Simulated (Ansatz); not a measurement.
MgSe (rock salt)

```xyz
2
Lattice="0.0000 2.7249 2.7249 2.7249 0.0000 2.7249 2.7249 2.7249 0.0000" Properties=species:S:1:pos:R:3 pbc="T T T"
Se     0.0000     0.0000     0.0000
Mg     2.7249     2.7249     2.7249
```

E(V) scan at fixed shape, V₀ the volume above. Symmetry pins the atoms to their sites.

Calculation: PBEsol (plane waves to 420 eV, PAW, scalar-relativistic; Ansatz, an electronic-structure program). k mesh 10×10×10 (Γ-centred), Fermi-Dirac smearing 0.05 eV. E stands for the smeared free energy. Stress and pressure are positive under compression. MgSe was relaxed with its symmetry unable to fall. ΔE is measured from the relaxed starting cell.

```csv
V (Å³/atom),ΔE (meV/atom)
18.209,48.8
18.546,32.9
18.883,20.4
19.221,withheld
19.558,4.8
19.895,1.2
20.232,0.0
20.570,1.1
20.907,4.3
21.244,9.4
21.581,16.3
21.918,24.8
22.256,34.8
```

Q: Fit a third-order Birch-Murnaghan form (E₀, V₀, B₀, B₀′ free) to the given rows and predict ΔE at V = 19.221.

A: Least squares on the 12 given rows: ΔE = E₀ + (9V₀B₀/16)·y²·[2 + (B₀′ − 4)y], y = (V₀/V)^(2/3) − 1, with V₀ = 20.232 Å³/atom, B₀ = 64.74 GPa (160.2 GPa = 1 eV/Å³; the term in eV is multiplied by 1000), B₀′ = 4.06, E₀ = 0.00 meV/atom; root-mean-square residual 0.02 meV/atom. At 19.221 the fit gives 11.1 meV/atom; the calculation gives 11.1 meV/atom, the same to the digits shown. For the pressure the fit gives 3.68 GPa against the computed 3.68 GPa.

(Under strain, the slope of the energy per volume gives the stress and its curvature an elastic modulus.)
